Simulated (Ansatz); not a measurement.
Here is the system:

AlN:
```
CELL_PARAMETERS angstrom
      3.13021     0.00000     0.00000
     -1.56511     2.71085     0.00000
      0.00000     0.00000     5.01799
ATOMIC_POSITIONS crystal
  Al 0.66667 0.33333 0.49923
  Al 0.33333 0.66667 0.99923
  N  0.66667 0.33333 0.88077
  N  0.33333 0.66667 0.38077
```

This is the PBE-relaxed structure.

All from the program Ansatz at the PBE level (PAW), unless another level is named. Give the formation energy from the elements (no fitted shifts).

-1.36 eV/atom.

Give the band gap.

4.03 eV (direct).

Next, the valence-band maximum?

at Γ.

Space group P6_3mc (wurtzite). Symmetry was held in the PBE relaxation. The references are the lowest solids computed at this level, not always the standard phases (solids in place of the gases).

Potentials: the later of the program's two PAW sets.
